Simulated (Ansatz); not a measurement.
All numbers below come from DFT PBE, scalar-relativistic, plane waves, PAW (Ansatz 0.2.0). All cells share a 420 eV cutoff and Γ-centred k meshes spaced at most about 0.3 Å⁻¹ (about 0.25 or finer for metals, 2π included). Collinear spin in cells that started with moments and kept them past the coarse steps, no spin elsewhere.

Temperature and zero-point effects are left out. All come from trial cells, and lower structures may exist.

**Question.** These unrelaxed guesses for HfNbTe4 are each relaxed within their symmetry. Order them by the energy at which they end, lowest first.
A.

```
CELL_PARAMETERS angstrom
5.15176 0.00000 0.00000
0.00000 5.15176 0.00000
0.00000 0.00000 7.31990
ATOMIC_POSITIONS crystal
Hf 0.00000 0.00000 0.50000
Nb 0.50000 0.50000 0.00000
Te 0.00000 0.50000 0.25794
Te 0.50000 0.00000 0.25794
Te 0.00000 0.50000 0.74206
Te 0.50000 0.00000 0.74206
```

B.

```
CELL_PARAMETERS angstrom
4.51120 0.00000 0.00000
-2.25560 3.90681 0.00000
0.00000 0.00000 11.55470
ATOMIC_POSITIONS crystal
Hf 0.00000 0.00000 0.50000
Nb 0.00000 0.00000 0.00000
Te 0.66667 0.33333 0.71800
Te 0.66667 0.33333 0.20175
Te 0.33333 0.66667 0.79825
Te 0.33333 0.66667 0.28200
```

C.

```
CELL_PARAMETERS angstrom
4.83006 0.00000 0.00000
-2.41503 4.18296 0.00000
0.00000 0.00000 9.02324
ATOMIC_POSITIONS crystal
Hf 0.00000 0.00000 0.00000
Nb 0.00000 0.00000 0.50000
Te 0.33333 0.66667 0.47529
Te 0.66667 0.33333 0.52471
Te 0.00000 0.00000 0.27381
Te 0.00000 0.00000 0.72619
```

**Answer.** B (ends in P-3m1, 0 meV/atom), A (ends in P4/mmm, 0.36 eV/atom), C (ends in P-3m1, 0.98 eV/atom).

No dispersion correction is applied, so the spacing and binding between layers, chains or molecules are poorly described (P-3m1 at 30.2 Å³/atom), and this can change margins and order among such cells. These runs have no spin–orbit coupling, which can matter for Hf and Te. Another magnetic order may lie lower. Cells relaxed within their symmetry can be saddle points. Some types were kept out of the candidates beforehand, so the set may lack a known form.
